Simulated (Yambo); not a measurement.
Yambo run on LiNbF6 (space group R-3, No. 148). The wavefunctions are norm-conserving LDA (Quantum ESPRESSO, 84 Ry, scalar-relativistic) ones on a 2×2×2 mesh (29 occupied bands); a = 5.430 Å, b = 5.430 Å, c = 5.430 Å, α = 56.19°, β = 56.19°, γ = 56.19°.

Yambo input:

```
rim_cut
HF_and_locXC
RandQpts= 1000
RandGvec= 1 Ry
EXXRLvcs= 84 Ry
VXCRLvcs= 336 Ry
% QPkrange
 1 | 1 | 29 | 29 |
 2 | 2 | 29 | 30 |
%
```

k points by index: 1 = Γ, 2 = L.

Resulting energies as the program prints them:

```
#    K-point    Band    Eo [eV]    Ehf [eV]    Vxc [eV]    Vnlxc [eV]
#
    1    29    0.000000    -7.843527    -22.55946    -30.40299
    2    29    -0.054625    -7.901782    -22.47958    -30.32674
    2    30    5.293486    11.48819    -18.47440    -12.27969
```
Exchange alone, without screening.

Spin-orbit coupling is not included.

Geometry of the Materials Project entry, not relaxed at this level.

The structure is a Materials Project entry; no match was found in the copy of COD used, and its stability was not checked.
